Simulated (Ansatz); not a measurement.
**Property card for Ba$_{2}$PdO$_{3}$**

Ba₂PdO₃:
```
Ba2PdO3
1.0
   -1.92363     2.05073     6.65669
    1.92363    -2.05073     6.65669
    1.92363     2.05073    -6.65669
Ba Pd O
2 1 3
Direct
  0.64539   0.64539   0.00000
  0.35461   0.35461   0.00000
  0.00000   0.00000   0.00000
  0.50000   0.00000   0.50000
  0.84541   0.84541   0.00000
  0.15459   0.15459   0.00000
```

Space group Immm (No. 71); conventional cell a = 3.8473 Å, b = 4.1015 Å, c = 13.3134 Å, α = 90.00°, β = 90.00°, γ = 90.00°.

Method: the program Ansatz at the r²SCAN level (PAW). Structure relaxed to zero pressure with the same functional. Other levels are named where they apply.

Cell and energy:

Volume per atom: 17.51 Å³
Density: 6.78 g/cm³
Formation energy from the elements (no fitted shifts): -2.18 eV/atom

Electronic structure:

- Band gap: 0.29 eV (indirect)
- Valence-band maximum: at T (k = 0.000, 0.000, 0.500 in fractions of the reciprocal vectors)
- Conduction-band minimum: at X (k = 0.500, 0.500, 0.500 in fractions of the reciprocal vectors)
- Smallest direct gap on the standard path: 0.81 eV
- Electron effective mass: 0.16, 1.5, 6.2 mₑ (principal values)

Charges:

- Bader charges = Ba +1.51, Pd +0.72, O -1.28 to -1.19 e

The workflow started from an entry of the Crystallography Open Database (COD). Whether it is the stable phase at ambient conditions was not checked. The r²SCAN relaxation kept the symmetry of its start; whether a distortion lowers the energy is not shown. No spin polarisation was allowed. The references are the lowest solids computed at this level, not always the standard phases (solids in place of the gases). Spin–orbit coupling is left out wherever it is not named.

Potentials: the later of the program's two PAW sets.
